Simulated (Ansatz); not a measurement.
BaTl2:
```yaml
crystal:
  lattice:
    - [5.29438, 0.00000, 0.00000]
    - [-2.64719, 4.58506, 0.00000]
    - [0.00000, 0.00000, 8.54923]
  atoms:
    - { symbol: Ba, position: [0.00000, 0.00000, 0.25000] }
    - { symbol: Ba, position: [0.00000, 0.00000, 0.75000] }
    - { symbol: Tl, position: [0.33333, 0.66667, 0.45428] }
    - { symbol: Tl, position: [0.66667, 0.33333, 0.54572] }
    - { symbol: Tl, position: [0.66667, 0.33333, 0.95428] }
    - { symbol: Tl, position: [0.33333, 0.66667, 0.04572] }
```

Relaxed with r²SCAN.

Problem. Which orbitals make up the states near the Fermi level in plane-wave PAW r²SCAN (Ansatz code)?

Solution. Within 0.5 eV of the Fermi level: Tl 6p 67 %, Tl 6s 13 %, outside the projected shells 16 %. Projections are on Löwdin-orthogonalised atomic valence shells; empty p or d shells of many metals are not among them.

Problem. Tabulate the density of states.

Solution. States/eV per cell of 6 atoms, in 0.25 eV bins, energy from the Fermi level.

| E (eV) | total | Tl 6p | Tl 6s | Ba 6s |
|---|---|---|---|---|
| -7.85 | 1.88 | 0.25 | 1.30 | 0.19 |
| -7.60 | 2.79 | 0.43 | 2.01 | 0.15 |
| -7.35 | 3.71 | 0.69 | 2.68 | 0.09 |
| -7.10 | 3.11 | 0.66 | 2.23 | 0.03 |
| -6.85 | 0.92 | 0.22 | 0.65 | 0.00 |
| -6.60 | 0.67 | 0.17 | 0.44 | 0.02 |
| -6.35 | 1.55 | 0.41 | 1.02 | 0.03 |
| -6.10 | 1.96 | 0.53 | 1.30 | 0.03 |
| -5.85 | 2.03 | 0.56 | 1.35 | 0.02 |
| -5.60 | 2.02 | 0.55 | 1.36 | 0.02 |
| -5.35 | 1.89 | 0.51 | 1.28 | 0.02 |
| -5.10 | 1.51 | 0.41 | 1.03 | 0.02 |
| -4.85 | 1.18 | 0.31 | 0.81 | 0.01 |
| -4.60 | 0.85 | 0.22 | 0.60 | 0.00 |
| -4.35 | 0.66 | 0.16 | 0.47 | 0.00 |
| -4.10 | 0.51 | 0.12 | 0.38 | 0.00 |
| -3.85 | 0.39 | 0.08 | 0.30 | 0.00 |
| -3.60 | 0.30 | 0.06 | 0.24 | 0.00 |
| -3.35 | 0.22 | 0.03 | 0.18 | 0.00 |
| -3.10 | 0.16 | 0.02 | 0.13 | 0.00 |
| -2.85 | 0.09 | 0.01 | 0.09 | 0.00 |
| -2.60 | 0.08 | 0.05 | 0.02 | 0.01 |
| -2.35 | 0.40 | 0.29 | 0.01 | 0.06 |
| -2.10 | 1.38 | 1.07 | 0.04 | 0.15 |
| -1.85 | 2.75 | 2.17 | 0.10 | 0.24 |
| -1.60 | 3.28 | 2.66 | 0.11 | 0.21 |
| -1.35 | 5.11 | 4.36 | 0.10 | 0.17 |
| -1.10 | 5.90 | 5.22 | 0.07 | 0.06 |
| -0.85 | 7.69 | 6.87 | 0.06 | 0.02 |
| -0.60 | 3.42 | 2.96 | 0.05 | 0.01 |
| -0.35 | 1.42 | 1.17 | 0.04 | 0.01 |
| -0.10 | 0.58 | 0.44 | 0.03 | 0.00 |
| 0.15 | 1.75 | 1.11 | 0.29 | 0.04 |
| 0.40 | 3.26 | 1.91 | 0.60 | 0.11 |
| 0.65 | 3.61 | 2.12 | 0.65 | 0.10 |
| 0.90 | 4.52 | 2.47 | 0.56 | 0.10 |
| 1.15 | 3.67 | 1.71 | 0.26 | 0.06 |
| 1.40 | 3.65 | 1.85 | 0.38 | 0.07 |
| 1.65 | 4.13 | 2.09 | 0.44 | 0.08 |
| 1.90 | 5.20 | 2.60 | 0.43 | 0.08 |
| 2.15 | 5.22 | 2.58 | 0.39 | 0.06 |
| 2.40 | 5.39 | 2.41 | 0.42 | 0.04 |
| 2.65 | 5.03 | 1.98 | 0.23 | 0.05 |
| 2.90 | 5.48 | 2.04 | 0.21 | 0.11 |
| 3.15 | 4.66 | 1.52 | 0.19 | 0.18 |
| 3.40 | 5.05 | 1.41 | 0.19 | 0.22 |
| 3.65 | 4.39 | 1.11 | 0.15 | 0.17 |
| 3.90 | 4.87 | 1.11 | 0.16 | 0.24 |

Space group P6_3/mmc. The workflow started from a Materials Project entry (that database holds measured and hypothetical structures alike); the Crystallography Open Database copy checked does not list it. Whether it is the stable phase at ambient conditions was not checked. The r²SCAN relaxation kept the symmetry of its start; its stability against distortions is not shown here. Scalar-relativistic: spin–orbit coupling is off unless named, which matters more the heavier the elements.

Potentials: the later of the program's two PAW sets.
